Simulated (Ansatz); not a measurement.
Relaxed-ion elastic tensor of Cu₃Au (Cu3Au type, space group No. 221) in GPa (Voigt order), PBE (plane waves, PAW; program Ansatz); density 11.91 g/cm³, 13.51 Å³ per atom.

```
 180   123   123   0.0   0.0   0.0
 123   180   123   0.0   0.0   0.0
 123   123   180   0.0   0.0   0.0
 0.0   0.0   0.0  64.5   0.0   0.0
 0.0   0.0   0.0   0.0  64.5   0.0
 0.0   0.0   0.0   0.0   0.0  64.5
```

Problem. Is the crystal mechanically stable?

Solution. Yes: the smallest eigenvalue of C is 57.0 GPa.

Problem. Work out the Voigt, Reuss and Hill averages.

Solution. K_V = 142, K_R = 142, K_H = 142; G_V = 50.1, G_R = 42.9, G_H = 46.5 GPa.

Problem. Give Young's modulus, Poisson's ratio, Pugh's ratio and the universal anisotropy index.

Solution. E = 9KG/(3K + G) = 126 GPa; ν = 0.35; K/G = 3.05 (ductile by the Pugh limit of 1.75); A_U = 5G_V/G_R + K_V/K_R − 6 = 0.85.

Problem. Estimate the sound speeds and the Debye temperature.

Solution. v_l = √((K + 4G/3)/ρ) = 4140 m/s, v_t = √(G/ρ) = 1980 m/s, mean 2220 m/s; Θ = (h/k)(3n/4πV)^(1/3) v_m = 278 K.

Problem. Give the Zener ratio and Young's modulus along [100], [110] and [111].

Solution. A = 2C44/(C11 − C12) = 2.26; 1/E = S11 − 2(S11 − S12 − S44/2)Γ with Γ = 0, 1/4, 1/3 gives 80.1, 132, 168 GPa.

Space group Pm-3m (Cu3Au type). Symmetry was held in the PBE relaxation; of distortions, only those at the zone centre were tested. The run is not spin-polarised. As this level gives no gap, shear constants depend on the k-mesh and smearing (Fermi–Dirac, 0.1 eV here). Spin–orbit coupling is left out wherever it is not named.

Potentials: the later of the program's two PAW sets.
